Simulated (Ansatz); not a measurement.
Given:

TaS2:
```xyz
6
Lattice="3.2697 0.0000 0.0000 -1.6348 2.8316 0.0000 0.0000 0.0000 11.9815" Properties=species:S:1:pos:R:3 pbc="T T T"
Ta     0.0000     1.8877     2.9954
Ta     1.6348     0.9439     8.9861
S      0.0000     1.8877     7.4336
S      1.6348     0.9439     1.4429
S      1.6348     0.9439     4.5479
S      0.0000     1.8877    10.5386
```

This is the LDA-relaxed structure.

Task: All from the program Ansatz at the LDA level (PAW), unless another level is named. Estimate the highest zone-centre frequency.

Result: 400 cm⁻¹.

Task: Predict the bulk modulus (Birch–Murnaghan fit).

Result: 40.8 GPa.

Space group P6_3/mmc. A made-up cell: these elements were put on the sites of a structure type; the Crystallography Open Database files this formula in space group No. 194, but the cells were not matched. It is not the phase usual at ambient conditions (space group No. 164). The cell was relaxed with LDA under the symmetry of its start; of distortions, only those at the zone centre were tested. No spin polarisation was allowed. A crystal of weakly bound layers computed without a dispersion correction: the cell and the soft elastic constants depend strongly on that. As this level gives no gap, phonon frequencies hold no LO–TO term and depend on the k-mesh and smearing (Fermi–Dirac, 0.1 eV here). Spin–orbit coupling is left out wherever it is not named.

Potentials: the later of the program's two PAW sets.
